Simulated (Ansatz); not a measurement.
This Ansatz input for MgB₂ was spoiled on purpose:

```yaml
crystal:
  lattice:
    - [3.072148008315, -2.886758726671e-11, 0.0]
    - [-1.536074004133, 2.660558219401, 0.0]
    - [0.0, 0.0, 3.4993583942]
  atoms:
    - { symbol: Mg, position: [0.0, 0.0, 0.0] }
    - { symbol: B, position: [0.3333333333333, 0.6666666666667, 0.5] }
    - { symbol: B, position: [0.6666666666667, 0.3333333333333, 0.5] }
basis:
  ecutwfc: 500
  ecutrho_ratio: 4
kpoints:
  mp_grid: { grid: [12, 12, 10] }
hamiltonian:
  xc: r2scan
  hubbard: { sites: [{ species: Mg, l: f, u_eff: 30.0 }] }
scf:
  occupations: { method: gaussian, width: 0.05 }
  max_iter: 60
output:
  forces: true
  stress: true
```

Launched as:
```sh
ansatz run input.yaml --threads 4 --pin off --max-ram 7168MiB --backend cpu --events-out ev --progress --plain --runs-dir out
```

Problem. What is wrong with it?

Solution. A U on a shell that isn't there. Against the sound input: hamiltonian.hubbard: {"sites": [{"species": "Mg", "l": "f", "u_eff": 30.0}]} (the cap on iterations is only a precaution).

What the program printed:

```
Error: inconsistent input (hamiltonian.hubbard.sites[].l, hamiltonian.hubbard.sites[].shell): the file of Mg doesn't list 4f, and it can't be added: PBE doesn't bind the shell 4f of the free atom, whose level lies at +1.07 eV. Type an atom or ion with it (hamiltonian.pseudopotentials.projection_atoms), take another file or name another shell
```

The input was refused before any iteration. Cost: 0.06 s on 4 threads of AMD EPYC 9R45 96-Core Processor (Zen 5), with other jobs on the host, peak memory 0.093 GiB. The run before the change (r²SCAN, 500 eV, 12×12×10 mesh) gave:

```tsv
run	P (GPa)	gap on the mesh (eV)	cell moment (μB)	largest force component (eV/Å)
sound	0.0	metal	–	0.000
```

The chain of runs began from a cell as deposited in COD, expanded in volume.
